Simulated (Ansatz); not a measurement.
MoW:
```
CELL_PARAMETERS angstrom
      3.16016     0.00000     0.00000
      0.00000     3.16016     0.00000
      0.00000     0.00000     3.16016
ATOMIC_POSITIONS crystal
  Mo 0.00000 0.00000 0.00000
  W  0.50000 0.50000 0.50000
```

Relaxed with r²SCAN.

Problem. Give the Bader charges and basin volumes of the independent atoms, DFT-r²SCAN in the program Ansatz with PAW potentials.

Solution. 

```tsv
atom	Bader charge (e)	Bader volume (Å³)
Mo1	+0.06	15.0
W2	-0.06	16.5
```

Space group Pm-3m (CsCl type). The start of the workflow was typed in or built on a structure type; neither database checked (COD, Materials Project) lists it. Its standing as an ambient phase is unchecked. The cell was relaxed with r²SCAN under the symmetry of its start; its stability against distortions is not shown here. No spin polarisation was allowed. Scalar-relativistic: spin–orbit coupling is off unless named, which matters more the heavier the elements.

Potentials: the later of the program's two PAW sets.
